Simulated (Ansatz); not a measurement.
MoPd:
```
CELL_PARAMETERS angstrom
      0.00000     2.57261     2.57261
      2.57261     0.00000     2.57261
      2.57261     2.57261     0.00000
ATOMIC_POSITIONS crystal
  Pd 0.00000 0.00000 0.00000
  Mo 0.50000 0.50000 0.50000
```

Relaxed with PBEsol. Special points in fractions of this cell's reciprocal vectors: Γ (0.000, 0.000, 0.000); X (0.500, 0.000, 0.500); U (0.625, 0.250, 0.625); K (0.375, 0.375, 0.750); L (0.500, 0.500, 0.500); W (0.500, 0.250, 0.750).

### Question
List the band energies nearest the Fermi level at these points for PBEsol (plane waves, PAW; program Ansatz).

### Answer
In eV from the Fermi level; about four levels below and three above (degenerate sets whole), none deeper than 8.9 eV; points with the same levels are listed once.

| k | below | above |
|---|---|---|
| Γ | -5.68 -5.68 -5.10 -5.10 -5.10 | 1.15 1.15 1.15 |
| X | -3.87 -3.00 -3.00 -0.54 | 0.74 0.74 1.06 |
| U | -3.84 -3.47 -3.22 -0.73 | 0.10 0.49 0.56 |
| L | -3.25 -3.25 -1.65 -1.65 -0.51 | 0.27 0.27 2.35 |
| W | -2.68 -0.94 -0.12 -0.12 | 0.72 3.25 3.25 |

Space group Fm-3m (rock salt). The start of the workflow was typed in or built on a structure type; neither database checked (COD, Materials Project) lists it. Whether it is the stable phase at ambient conditions was not checked. Symmetry was held in the PBEsol relaxation. At this level the phase is mechanically unstable. The run is not spin-polarised. Its formation energy is positive at this level, so the cell may be metastable or incomplete. Scalar-relativistic: spin–orbit coupling is off unless named, which matters more the heavier the elements.

Potentials: the later of the program's two PAW sets.
